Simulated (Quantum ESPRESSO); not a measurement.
Kohn-Sham bands of CaO (rock salt)

```yaml
crystal:
  lattice:
    - [0.00000, 2.40355, 2.40355]
    - [2.40355, 0.00000, 2.40355]
    - [2.40355, 2.40355, 0.00000]
  atoms:
    - { symbol: Ca, position: [0.00000, 0.00000, 0.00000] }
    - { symbol: O, position: [0.50000, 0.50000, 0.50000] }
```

Cell from Materials Project (mp-2605), symmetrised, no further relaxation. COD (Crystallography Open Database) has an entry of this formula and space group (matched by these alone). Level: PBEsol, no spin polarisation, no spin-orbit coupling; pw.x of Quantum ESPRESSO at 68 Ry with PseudoDojo potentials, 12×12×12 k-points, Wannier90. Density: 12×12×12 mesh, cold smearing 0.01 Ry.

Energies are relative to the valence-band maximum; weights are on the orthonormalised atomic waves of the pseudopotential files, averaged over the group. 16 electrons a cell are treated as valence.

Problem. Into which isolated groups do the bands fall, where do they lie and what are they made of?

Solution. 
| bands | from (eV) | to (eV) | filling | weight on atomic waves |
|---|---|---|---|---|
| 1 | -37.40 | -37.26 | filled | Ca 3s 97 % |
| 2–4 | -19.38 | -18.24 | filled | Ca 3p 95 % |
| 5 | -15.39 | -14.17 | filled | O 2s 84 %, Ca 3p 11 %, Ca 4s 5 % |
| 6–8 | -2.67 | 0.00 | filled | O 2p 90 % |

The Kohn-Sham gap over both meshes and the path is 3.56 eV.
